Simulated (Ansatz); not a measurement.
Re₃B:
Space group Cmcm (No. 63); a = 2.8977 Å, b = 9.3391 Å, c = 7.2800 Å, α = β = γ = 90.00°

```json
[
 {"atom": "B", "site": "4c", "symmetry": "m2m", "x": "0.0000", "y": "0.7458", "z": "0.2500"},
 {"atom": "Re", "site": "4c", "symmetry": "m2m", "x": "0.0000", "y": "0.4244", "z": "0.2500"},
 {"atom": "Re", "site": "8f", "symmetry": "m..", "x": "0.0000", "y": "0.1335", "z": "0.0647"}
]
```
(The calculation used a cell of 8 atoms; values per cell refer to that cell.)

Relaxed at zero pressure with r²SCAN (plane waves, PAW; program Ansatz).

Task: The volume is raised by 6 % and shape and atoms relax at that volume. What pressure results, and how do the axes share the change?

Result: -19.9 GPa; a 1.9 %, b 1.9 %, c 2.1 %; the energy rises by 49 meV/atom.

Task: Give the new structure.

Result: 
Space group Cmcm (No. 63); a = 2.953 Å, b = 9.517 Å, c = 7.429 Å, α = 90.00°, β = 90.00°, γ = 90.00°

```csv
atom,site,symmetry,x,y,z
B,4c,m2m,0.0000,0.7453,0.2500
Re,4c,m2m,0.0000,0.4230,0.2500
Re,8f,m..,0.0000,0.1329,0.0661
```

The phase is kept; no other phase was compared at this pressure.

The workflow started from an entry of the Crystallography Open Database (COD). Whether it is the stable phase at ambient conditions was not checked. The cell was relaxed with r²SCAN under the symmetry of its start; whether a distortion lowers the energy is not shown. No spin polarisation was allowed. Scalar-relativistic: spin–orbit coupling is off unless named, which matters more the heavier the elements.

Potentials: the later of the program's two PAW sets.
